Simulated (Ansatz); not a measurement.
# K (Cmcm), stationary points along a deformation path

All numbers below come from DFT LDA, scalar-relativistic, plane waves, PAW in Ansatz. Settings: plane waves to 420 eV, k-mesh 12×12×8 (Γ-centred), Gaussian smearing 0.15 eV. No spin polarisation. Energies are free energies at this smearing, counted from the undisturbed cell; pressure is positive in compression.

Reference structure (as given, not relaxed at this level; it stands at -0.6 GPa; this form isn't the usual structure):

```yaml
crystal:
  lattice:
    - [2.43796, -4.04761, 0.00000]
    - [2.43796, 4.04761, 0.00000]
    - [0.00000, 0.00000, 7.81180]
  atoms:
    - { symbol: K, position: [0.82061, 0.17939, 0.25000] }
    - { symbol: K, position: [0.17939, 0.82061, 0.75000] }
```

At fixed volume and fractional coordinates, lengths along (0.000, 0.000, 1.000) are scaled against those across it; ρ is that ratio over its starting value. V = 77.086 Å³/atom. Δσ is the stress along the axis less the mean stress across it (compression positive).

| ρ | ΔE (meV/atom) | Δσ (GPa) | space group |
| --- | --- | --- | --- |
| 0.800 | 22.8 | 0.55 | Cmcm |
| 0.850 | 12.7 | 0.48 | Cmcm |
| 0.920 | 3.0 | 0.26 | Cmcm |
| 0.960 | 0.5 | 0.11 | Cmcm |
| 1.000 | 0.0 | -0.04 | Cmcm |
| 1.050 | 2.2 | -0.24 | Cmcm |
| 1.100 | 7.2 | -0.44 | Cmcm |
| 1.200 | 24.2 | -0.78 | Cmcm |
| 1.300 | 48.8 | -1.14 | Cmcm |

**Question.** How does the stress give the slope of the energy, and where is the energy stationary?

**Answer.** Along the path d ln(length) is 2/3 d ln ρ on the axis and −1/3 d ln ρ across it, so dE/d ln ρ = −(2/3) V Δσ: the energy falls with ρ where Δσ is positive. Δσ vanishes or changes sign between ρ = 0.960 and 1.000, a minimum (near 0.99 by linear interpolation). Pairs of stationary points between two samples would go unseen, and could change a minimum read from distant neighbours into a maximum.

**Question.** Integrate that slope from ρ = 1 to 0.850 by the trapezoid rule.

**Answer.** With V/N in Å³ and 1 eV/Å³ = 160.2 GPa the slopes at ρ = 1.000, 0.960, 0.920, 0.850 are 13, -35, -84, -154 meV/atom per unit of ln ρ. The steps add 0.5 + 2.5 + 9.4 = 12.4 meV/atom, against 12.7 from the energies; the trapezoid rule misses the curvature of the slope within each step.

In a metal these slopes depend on the k mesh and the smearing.